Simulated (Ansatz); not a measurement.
Bands of Li

```xyz
1
Lattice="0.0000 2.2020 2.2020 2.2020 0.0000 2.2020 2.2020 2.2020 0.0000" Properties=species:S:1:pos:R:3 pbc="T T T"
Li    0.0000    0.0000    0.0000
```

The cell is COD entry 9008473, as deposited and not checked against the literature; nothing was relaxed.

Theory: Ansatz 0.2.0, DFT, LDA, all-electron LAPW, scalar-relativistic.

Numerical set-up: a Γ-centred 16×16×16 k mesh, Fermi–Dirac smearing of 0.05 eV, basis error target 0.5 meV/atom, no spin polarisation.

Points in fractions of the reciprocal vectors of this cell: Γ (0, 0, 0), X (0.5, 0, 0.5), U (0.625, 0.25, 0.625), K (0.375, 0.375, 0.75), L (0.5, 0.5, 0.5), W (0.5, 0.25, 0.75). The path joins them by straight lines in the order Γ–X–U–K–Γ–L–W–X; legs that retrace an earlier one aren't tabulated. Energies are in eV from the Fermi level.

Task: List the levels at K between -5 and 5 eV.

Result: 2.42, 2.97.

Task: List the levels at Γ between -5 and 5 eV.

Result: -3.43.

Task: List the levels at W between -5 and 5 eV.

Result: 3.37 (×2), 4.28.

Task: What is the band gap?

Result: none: with an odd electron count and no spin polarisation the bands can't all be full, a metal in this set-up (spin order or a larger cell could open a gap).
